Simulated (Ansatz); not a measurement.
NiAs2O6:
```cif
data_As2NiO6
_chemical_formula_sum 'Ni1 As2 O6'
_space_group_name_H-M_alt 'P 1'
_space_group_IT_number 1
_cell_length_a 4.77289
_cell_length_b 4.77289
_cell_length_c 4.42782
_cell_angle_alpha 90.000
_cell_angle_beta 90.000
_cell_angle_gamma 120.000
loop_
_space_group_symop_operation_xyz
  'x, y, z'
loop_
_atom_site_label
_atom_site_type_symbol
_atom_site_fract_x
_atom_site_fract_y
_atom_site_fract_z
_atom_site_occupancy
Ni1 Ni 0.00000 0.00000 0.00000 1
As1 As 0.33333 0.66667 0.50000 1
As2 As 0.66667 0.33333 0.50000 1
O1 O 0.36128 0.36128 0.72729 1
O2 O 0.63872 0.63872 0.27271 1
O3 O 0.63872 0.00000 0.72729 1
O4 O 0.36128 0.00000 0.27271 1
O5 O 0.00000 0.63872 0.72729 1
O6 O 0.00000 0.36128 0.27271 1
```
The run is spin-polarised; directions of the spins, atom by atom: ↑ 0 0 0 0 0 0 0 0.

Relaxed with r²SCAN.

Which orbitals make up the states near the band edges in r²SCAN (plane waves, PAW; program Ansatz)?

Top 1 eV of the valence band: Ni 3d 55 %, O 2p 43 %. Bottom 1 eV of the conduction band: Ni 3d 77 %, O 2p 12 %. Projections are on Löwdin-orthogonalised atomic valence shells; empty p or d shells of many metals are not among them.

Tabulate the density of states.

States/eV per cell of 9 atoms, in 0.25 eV bins, energy from the valence-band maximum.

```tsv
E (eV)	total	O 2p	Ni 3d	As 4p
-7.86	1.19	0.78	0.02	0.27
-7.61	3.18	2.11	0.05	0.80
-7.36	5.32	3.59	0.09	1.22
-7.11	4.15	2.85	0.13	0.79
-6.86	3.90	2.71	0.12	0.69
-6.61	3.15	2.21	0.12	0.52
-6.36	2.80	2.03	0.10	0.41
-6.11	5.00	3.71	0.15	0.78
-5.86	3.26	2.41	0.12	0.50
-5.61	2.64	1.96	0.12	0.40
-5.36	3.08	2.30	0.17	0.45
-5.11	2.19	1.67	0.09	0.32
-4.86	1.95	1.47	0.15	0.23
-4.61	4.27	3.12	0.59	0.29
-4.36	5.18	3.87	0.75	0.22
-4.11	4.51	3.34	0.75	0.16
-3.86	5.26	4.03	0.77	0.15
-3.61	4.15	3.32	0.56	0.07
-3.36	5.24	4.41	0.55	0.07
-3.11	5.97	5.21	0.48	0.07
-2.86	7.52	6.63	0.61	0.07
-2.61	7.70	6.69	0.75	0.06
-2.36	7.21	6.03	0.95	0.06
-2.11	7.63	6.16	1.25	0.05
-1.86	8.27	5.38	2.69	0.05
-1.61	6.96	3.95	2.84	0.04
-1.36	8.79	5.69	2.90	0.04
-1.11	6.50	4.22	2.15	0.03
-0.86	4.96	3.21	1.61	0.02
-0.61	9.01	3.59	5.23	0.04
-0.36	7.13	2.33	4.70	0.02
-0.11	1.92	0.71	1.19	0.00
0.14	0.00	0.00	0.00	0.00
0.39	0.00	0.00	0.00	0.00
0.64	0.00	0.00	0.00	0.00
0.89	0.00	0.00	0.00	0.00
1.14	0.00	0.00	0.00	0.00
1.39	0.00	0.00	0.00	0.00
1.64	0.00	0.00	0.00	0.00
1.89	0.00	0.00	0.00	0.00
2.14	0.00	0.00	0.00	0.00
2.39	0.00	0.00	0.00	0.00
2.64	0.25	0.02	0.20	0.00
2.89	3.40	0.33	2.74	0.04
3.14	3.02	0.39	2.38	0.03
3.39	1.53	0.25	1.13	0.01
3.64	0.18	0.05	0.01	0.00
3.89	0.27	0.09	0.01	0.00
4.14	0.39	0.14	0.01	0.00
4.39	0.65	0.25	0.02	0.00
4.64	1.31	0.56	0.03	0.01
4.89	3.66	1.70	0.09	0.02
5.14	4.41	2.14	0.09	0.03
5.39	4.06	2.05	0.09	0.03
5.64	0.68	0.36	0.00	0.00
5.89	0.17	0.09	0.00	0.00
6.14	0.00	0.00	0.00	0.00
6.39	0.00	0.00	0.00	0.00
6.64	0.00	0.00	0.00	0.00
6.89	0.02	0.00	0.00	0.01
7.14	0.15	0.02	0.00	0.07
7.39	0.34	0.04	0.00	0.16
```

Space group P-31m. The workflow started from a Materials Project entry (that database holds measured and hypothetical structures alike); the Crystallography Open Database copy checked does not list it. Its standing as an ambient phase is unchecked. The cell was relaxed with r²SCAN under the symmetry of its start; whether a distortion lowers the energy is not shown. Magnetic state: ferromagnetic, chosen from 4 collinear starts compared on coarse meshes (ties went to the first, and starts can fall back to one state), not a proven ground state. Other orbital occupations within this spin state were not tried. No Hubbard U is applied. Spin–orbit coupling is left out wherever it is not named.

Potentials: the later of the program's two PAW sets.
